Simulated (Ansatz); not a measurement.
The relaxed structure here is a generated cell of Ga: the first start was made by placing the elements on the sites of a structure type, and the end was not matched to a known phase here, so it may be hypothetical. Known forms of Ga include space group No. 64.

A relaxed structure of Ga. These are r2SCAN (plane waves to 500 eV, PAW, scalar-relativistic; Ansatz, a first-principles code) values and carry that method's errors.

```
CELL_PARAMETERS angstrom
      2.01940     1.16590     1.34909
     -2.01940     1.16590     1.34909
      0.00000    -2.33180     1.34909
ATOMIC_POSITIONS crystal
  Ga 0.50000 0.50000 0.50000
```

Q: Find the space group and the Wyckoff positions (tolerance 0.01 Å).

A: Space group R-3m, hexagonal axes (No. 166); a = b = 4.039 Å, c = 4.047 Å, α = β = 90.00°, γ = 120.00°

```
atom  site  symmetry       x       y       z
----  ----  --------  ------  ------  ------
Ga      3b       -3m  0.0000  0.0000  0.5000
```

This is the AFLOW prototype A_hR1_166_a (A_i).

Q: Give the shortest distances between elements (the closest pairs, up to four, under 3.6 Å).

A: Ga–Ga 2.69 Å.

```yaml
volume_per_atom: 19.06 Å³
band_gap: no gap (metallic)
```

No spin polarisation in the result.

The run could not lose the symmetry of its start, so the end can be a saddle point.
